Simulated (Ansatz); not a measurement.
A generated cell, not matched to a known phase here, of Ti3BeAl: Pm-3m (No. 221), cP5; a = b = c = 4.330 Å, α = β = γ = 90.00°; Ti 3c (0.000, 0.500, 0.500); Al 1a (0.000, 0.000, 0.000); Be 1b (0.500, 0.500, 0.500). The numbers are results of PBEsol (plane waves to 420 eV, PAW, scalar-relativistic; Ansatz, a first-principles code), not measurements. Element references, the lowest calculated here: Be (P6₃/mmc), Al (Fm-3m), Ti (P6₃/mmc).

Total energies (eV/atom, σ → 0; comparable only within this code, potentials and settings):

```json
[
 {"phase": "Ti3BeAl (Pm-3m)", "E (eV/atom)": "-1607.150"},
 {"phase": "Be (P6₃/mmc)", "E (eV/atom)": "-90.351"},
 {"phase": "Al (Fm-3m)", "E (eV/atom)": "-524.548"},
 {"phase": "Ti (P6₃/mmc)", "E (eV/atom)": "-2473.897"},
 {"phase": "TiAl (P4/mmm)", "E (eV/atom)": "-1499.633"}
]
```

**Question.** What is the formation energy of this Pm-3m form of Ti3BeAl from the elements?

**Answer.** E_f = -1607.150 − [3 × (-2473.897) + 1 × (-90.351) + 1 × (-524.548)] / 5 = 0.17 eV/atom (0.8 eV per formula unit).

**Question.** How does this cell stand against the other phases calculated?

**Answer.** It lies 0.33 eV/atom above their hull: Ti3BeAl → TiAl + Be + 2 Ti (Ti P6₃/mmc, Be P6₃/mmc, TiAl P4/mmm) releases that much. A lower structure of this composition may exist.

Hull of the energies calculated here, no anion corrections, zero temperature, no zero-point energy; an uncalculated phase could lie lower. Values are rounded to 0.01 eV/atom. Not shown to be the ambient phase of their composition (a lower form may be missing, and a cell relaxed within its start's symmetry can be a saddle point): Ti3BeAl (Pm-3m). The compounds carry no spin polarisation.
